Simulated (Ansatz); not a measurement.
The relaxed structure here is a generated cell of Nb: the first start was made by placing the elements on the sites of a structure type, and the end was not matched to a known phase here, so it may be hypothetical. Known forms of Nb include space group No. 229.

One starting cell of Nb (a generated cell, Nb placed in the omega structure type) was relaxed twice with Ansatz (plane waves, PAW, scalar-relativistic): with r2SCAN at 500 eV and with PBE at 420 eV. The r2SCAN result:

```xyz
3
Lattice="4.8826 0.0000 0.0000 -2.4413 4.2284 0.0000 0.0000 0.0000 2.6694" Properties=species:S:1:pos:R:3 pbc="T T T"
Nb     0.0000     0.0000     0.0000
Nb     0.0000     2.8190     1.3347
Nb     2.4413     1.4095     1.3347
```

```
quantity                          r2SCAN     PBE
--------------------------------  ------  ------
space group                       P6/mmm  P6/mmm
volume (Å³/atom)                   18.37       …
a (Å)                              4.883       …
c (Å)                              2.669       …
gap (eV, no spin-orbit coupling)    0.00       …
```

**Question.** What does PBE give for the same quantities?

**Answer.** 
- volume (Å³/atom), PBE: 18.48
- a (Å), PBE: 4.886
- c (Å), PBE: 2.682
- gap (eV, no spin-orbit coupling), PBE: 0.00

Both levels end in the same structure; PBE's volume is 0.6 % larger. Neither column is exact.

No spin polarisation in the result.

The run could not lower the symmetry of its start; a shaken copy of this end point relaxes with r2SCAN to Pnnm (No. 58), 0.12 eV/atom lower.

Ansatz is an electronic-structure program.
